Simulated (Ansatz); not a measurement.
InP:
```
InP
1.0
    0.00000     2.93934     2.93934
    2.93934     0.00000     2.93934
    2.93934     2.93934     0.00000
In P
1 1
Direct
  0.00000   0.00000   0.00000
  0.75000   0.75000   0.75000
```

Relaxed with PBEsol. Special points in fractions of this cell's reciprocal vectors: Γ (0.000, 0.000, 0.000); X (0.500, 0.000, 0.500); U (0.625, 0.250, 0.625); K (0.375, 0.375, 0.750); L (0.500, 0.500, 0.500); W (0.500, 0.250, 0.750).

Question: List the band energies nearest the valence-band maximum at these points for PBEsol in the plane-wave PAW code Ansatz.

Answer: In eV from the valence-band maximum; about four levels below and three above (degenerate sets whole), none deeper than 8.9 eV; points with the same levels are listed once.

| k | below | above |
|---|---|---|
| Γ | 0.00 0.00 0.00 | 0.56 4.01 4.01 4.01 |
| X | -5.77 -2.32 -2.32 | 1.65 2.17 9.03 |
| U | -5.63 -3.32 -1.94 | 2.25 4.30 7.39 |
| L | -5.75 -0.97 -0.97 | 1.38 4.73 4.73 |
| W | -5.62 -2.96 -2.92 | 4.19 4.30 5.45 |

Space group F-43m (zinc blende). The PBEsol relaxation kept the symmetry of its start. Scalar-relativistic: spin–orbit coupling is off unless named, which matters more the heavier the elements.

Potentials: the earlier of the program's two PAW sets. The files were generated under PBE; for other functionals the program regenerates the frozen cores, and for LDA and PBEsol the local potential too.
